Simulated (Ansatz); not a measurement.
# What DFT gives for MgS

```yaml
crystal:
  lattice:
    - [0.00000, 2.57780, 2.57780]
    - [2.57780, 0.00000, 2.57780]
    - [2.57780, 2.57780, 0.00000]
  atoms:
    - { symbol: Mg, position: [0.00000, 0.00000, 0.00000] }
    - { symbol: S, position: [0.50000, 0.50000, 0.50000] }
```

The numbers come from plane-wave PAW DFT (Ansatz): r2SCAN, no spin polarisation, 500 eV, 9×9×9 Γ-centred k points, fermi-dirac occupations (width 0.0208 eV). Nothing was relaxed.

Problem. What do density and ELF say about some of the short contacts?

Solution. Mg–S at 2.58 Å: least valence density 0.17 e/Å³ and ELF 0.06 there, a closed-shell (ionic or weak) contact. These are pseudo-fields; inside the PAW spheres they differ from the all-electron ones.

Problem. Is there a gap, and of what kind?

Solution. The gap is 3.52 eV, indirect (the least direct gap found is 4.88 eV).

Problem. What is the formation energy?

Solution. -1.67 eV an atom against the elements' usual phases (free molecules for gases, crystals otherwise, with no correction for O₂ or N₂), so it is bound against them; other compounds may still compete. Relaxing would lower it.

Problem. What does the stress say?

Solution. The pressure is 2.3 GPa (compression positive), so with the atoms held at these fractions the cell would first expand.

Problem. What is the character of the valence top and the conduction bottom?

Solution. Within 0.7 eV of the edges, the states project mainly on S p (98 %) below the gap and on Mg s (77 %) above it.

Problem. Give the Bader charges.

Solution. Bader charges in e: Mg +1.71, S -1.71. In the mean Mg gives up most and S takes most.

Origin: a database entry at a rescaled volume.
